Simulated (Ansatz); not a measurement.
# Is this Zr4ScCu structure a true minimum?

The structure comes from a generated guess, relaxed at this level; another structure or a mixture of phases may lie lower.

Method: Ansatz 0.2.0, DFT PBE, scalar-relativistic, plane waves, PAW. Settings: cutoff 420 eV, Γ-centred mesh 12×12×2 on the computed 6-atom cell, Gaussian smearing of 0.10 eV; no spin polarisation.

The cell below (6 atoms, space group P-3m1 (No. 164)) is relaxed within its symmetry.

```
CELL_PARAMETERS angstrom
3.22644 0.00000 0.00000
-1.61322 2.79418 0.00000
0.00000 0.00000 14.59332
ATOMIC_POSITIONS crystal
Zr 0.66667 0.33333 0.81649
Zr 0.66667 0.33333 0.35528
Zr 0.33333 0.66667 0.64472
Zr 0.33333 0.66667 0.18351
Sc 0.00000 0.00000 0.00000
Cu 0.00000 0.00000 0.50000
```

For the test a repeat of it with 12 atoms (edges 3.23, 5.59, 14.59 Å) was strained at random (σ = 1.5 % a component), the atoms were moved at random (σ = 0.10 Å), and all was relaxed again on a coarse 6×4×2 mesh (in the run’s order of axes) with 0.20 eV smearing, with no symmetry imposed.

Question: Does it come back?

Answer: It doesn't return. The energy falls by 24 meV/atom on that mesh, the volume changes by 0.0 %, and the end has space group P2_1/m (No. 11) at a loose tolerance. Relaxed again on a 6×10×2 mesh with 0.10 eV smearing, the new structure lies 24 meV/atom below the first (mesh in the axes of the run's cell; the cell below is made exact in the group named). Space group P2_1/m (No. 11), monoclinic, a = 5.605 Å, b = 3.256 Å, c = 14.381 Å, β = 90.1°. Zr on its first site is surrounded by 9 Zr at 2.97–3.40 Å and 3 Sc at 3.27–3.36 Å; Zr on its second site has 9 Zr at 3.05–3.40 Å and 3 Sc at 3.20–3.21 Å; around Sc lie 6 Sc at 3.20–3.29 Å and 6 Zr at 3.20–3.36 Å; Cu is surrounded by 2 Cu at 2.56 Å and 6 Zr at 2.73–2.87 Å; 2 more sites not described.

```cif
data_structure
_symmetry_space_group_name_H-M 'P 1'
_symmetry_Int_Tables_number 1
_cell_length_a 5.6054
_cell_length_b 3.2557
_cell_length_c 14.3811
_cell_angle_alpha 90.000
_cell_angle_beta 90.077
_cell_angle_gamma 90.000
_cell_volume 262.45
loop_
_atom_site_label
_atom_site_type_symbol
_atom_site_fract_x
_atom_site_fract_y
_atom_site_fract_z
_atom_site_occupancy
Zr1 Zr 0.55916 0.25000 0.30785 1
Zr2 Zr 0.08997 0.75000 0.32065 1
Zr3 Zr 0.59087 0.25000 0.87685 1
Zr4 Zr 0.08435 0.75000 0.84511 1
Zr5 Zr 0.40913 0.75000 0.12315 1
Zr6 Zr 0.91565 0.25000 0.15489 1
Zr7 Zr 0.44084 0.75000 0.69215 1
Zr8 Zr 0.91003 0.25000 0.67935 1
Sc1 Sc 0.25459 0.25000 0.50135 1
Sc2 Sc 0.74541 0.75000 0.49865 1
Cu1 Cu 0.17514 0.25000 0.99320 1
Cu2 Cu 0.82486 0.75000 0.00680 1
```
